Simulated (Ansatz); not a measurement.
Before relaxation, 1 H2 a cell, flat, over a Ti atom of a lower plane (TiO2, P4_2/mnm (No. 136), (1 1 0) face):

```yaml
crystal:
  lattice:
    - [5.90853, 0.00000, 0.00000]
    - [0.00000, 6.51694, 0.00000]
    - [0.00000, 0.00000, 23.80816]
  atoms:
    - { symbol: O, position: [0.00000, 0.00000, 0.33602] }
    - { symbol: O, position: [0.50000, 0.00000, 0.33602] }
    - { symbol: Ti, position: [0.00000, 0.50000, 0.38957] }
    - { symbol: Ti, position: [0.50000, 0.50000, 0.38957] }
    - { symbol: Ti, position: [0.25000, 0.00000, 0.38957] }
    - { symbol: Ti, position: [0.75000, 0.00000, 0.38957] }
    - { symbol: O, position: [0.25000, 0.30438, 0.38957] }
    - { symbol: O, position: [0.75000, 0.30438, 0.38957] }
    - { symbol: O, position: [0.25000, 0.69562, 0.38957] }
    - { symbol: O, position: [0.75000, 0.69562, 0.38957] }
    - { symbol: O, position: [0.00000, 0.00000, 0.44311] }
    - { symbol: O, position: [0.50000, 0.00000, 0.44311] }
    - { symbol: O, position: [0.00000, 0.50000, 0.46729] }
    - { symbol: O, position: [0.50000, 0.50000, 0.46729] }
    - { symbol: Ti, position: [0.00000, 0.00000, 0.51880] }
    - { symbol: Ti, position: [0.50000, 0.00000, 0.51880] }
    - { symbol: Ti, position: [0.25000, 0.50000, 0.53051] }
    - { symbol: Ti, position: [0.75000, 0.50000, 0.53051] }
    - { symbol: O, position: [0.25000, 0.81159, 0.53176] }
    - { symbol: O, position: [0.75000, 0.81159, 0.53176] }
    - { symbol: O, position: [0.25000, 0.18841, 0.53176] }
    - { symbol: O, position: [0.75000, 0.18841, 0.53176] }
    - { symbol: O, position: [0.00000, 0.50000, 0.57544] }
    - { symbol: O, position: [0.50000, 0.50000, 0.57544] }
    - { symbol: H, position: [0.75000, 0.50000, 0.66071] }
    - { symbol: H, position: [0.62307, 0.50087, 0.66071] }
```

Computed with DFT PBE+D3(BJ), scalar-relativistic, plane waves, PAW (Ansatz 0.2.0). Settings: cutoff 420 eV, Γ-centred mesh 3×3×1 on the computed 26-atom cell, Gaussian smearing of 0.05 eV; no spin polarisation. The cell repeats along c with a dipole correction in the vacuum.

Atoms 1, 2, 3, 4, 5, 6, 7, 8, 9, 10, 11, 12 (counted from 1) are held. The cell is fixed. Force threshold 0.04 eV/Å.

| step | E − E_final (eV) | largest force (eV/Å) |
| --- | --- | --- |
| 1 | 0.118 | 0.385 |
| 2 | 0.047 | 0.131 |
| 3 | 0.016 | 0.079 |
| 4 | 0.003 | 0.042 |
| 5 | 0.000 | 0.020 |
| 6 | 0.000 | 0.021 |

(1) What is the final structure?

The end is the local minimum or symmetric point that this start leads to. The slab is only 5.8 Å thick, so the energy isn't converged with thickness.

Answers

(1)
```yaml
crystal:
  lattice:
    - [5.90853, 0.00000, 0.00000]
    - [0.00000, 6.51694, 0.00000]
    - [0.00000, 0.00000, 23.80816]
  atoms:
    - { symbol: O, position: [0.00000, 0.00000, 0.33602] }
    - { symbol: O, position: [0.50000, 0.00000, 0.33602] }
    - { symbol: Ti, position: [0.00000, 0.50000, 0.38957] }
    - { symbol: Ti, position: [0.50000, 0.50000, 0.38957] }
    - { symbol: Ti, position: [0.25000, 0.00000, 0.38957] }
    - { symbol: Ti, position: [0.75000, 0.00000, 0.38957] }
    - { symbol: O, position: [0.25000, 0.30438, 0.38957] }
    - { symbol: O, position: [0.75000, 0.30438, 0.38957] }
    - { symbol: O, position: [0.25000, 0.69562, 0.38957] }
    - { symbol: O, position: [0.75000, 0.69562, 0.38957] }
    - { symbol: O, position: [0.00000, 0.00000, 0.44311] }
    - { symbol: O, position: [0.50000, 0.00000, 0.44311] }
    - { symbol: O, position: [0.99999, 0.50000, 0.46737] }
    - { symbol: O, position: [0.50019, 0.50000, 0.46727] }
    - { symbol: Ti, position: [0.99980, 0.00000, 0.51882] }
    - { symbol: Ti, position: [0.49981, 0.00000, 0.51882] }
    - { symbol: Ti, position: [0.24930, 0.50000, 0.53047] }
    - { symbol: Ti, position: [0.74965, 0.50000, 0.53055] }
    - { symbol: O, position: [0.24974, 0.81160, 0.53175] }
    - { symbol: O, position: [0.74974, 0.81156, 0.53178] }
    - { symbol: O, position: [0.24974, 0.18840, 0.53175] }
    - { symbol: O, position: [0.74974, 0.18844, 0.53178] }
    - { symbol: O, position: [0.99975, 0.50000, 0.57541] }
    - { symbol: O, position: [0.49940, 0.50000, 0.57535] }
    - { symbol: H, position: [0.79325, 0.50045, 0.68975] }
    - { symbol: H, position: [0.66766, 0.50082, 0.68482] }
```

Cost: 1 run of about 12 core-minutes, on Intel Xeon Processor @ 2.50GHz (Skylake/Cascade Lake) (shared hosts).